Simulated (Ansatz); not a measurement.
A geometry of Ru away from equilibrium: the start of the relaxation of a relaxed Ru cell displaced along its unstable phonon at q = (½, 0, 0) of its primitive reciprocal cell (266i cm⁻¹), largest move 0.15 Å. Computed with PBEsol (plane waves to 420 eV, PAW, scalar-relativistic; Ansatz, a first-principles code). Γ-centred k-mesh 15×15×15 on the run's cell (coarser than for final values), Fermi–Dirac smearing 0.05 eV.

```xyz
2
Lattice="-3.0183 3.0183 3.0183 1.5091 -1.5091 1.5091 1.5091 1.5091 -1.5091" Properties=species:S:1:pos:R:3:forces:R:3 pbc="T T T" free_energy=-11632.117 pressure_GPa=-2.9
Ru     0.0000     0.1061    -0.1061    0.0000    1.3131   -1.3131
Ru    -1.5091     1.4031     1.6152    0.0000   -1.3131    1.3131
```

Positions in Å, forces in eV/Å, free energy of the cell in eV (comparable only within this code, potentials and settings). Largest force: 1.86 eV/Å, on Ru1, Ru2 (atoms numbered as listed); the geometry lies 0.45 eV/atom above the end of its relaxation.

No spin polarisation in the result.

The run could not lose the symmetry of its start.

Of the parent cell (Im-3m (No. 229)): it is a generated cell of Ru: the first start was made by placing the elements on the sites of a structure type, and the end was not matched to a known phase here, so it may be hypothetical. Known forms of Ru include space group No. 194.
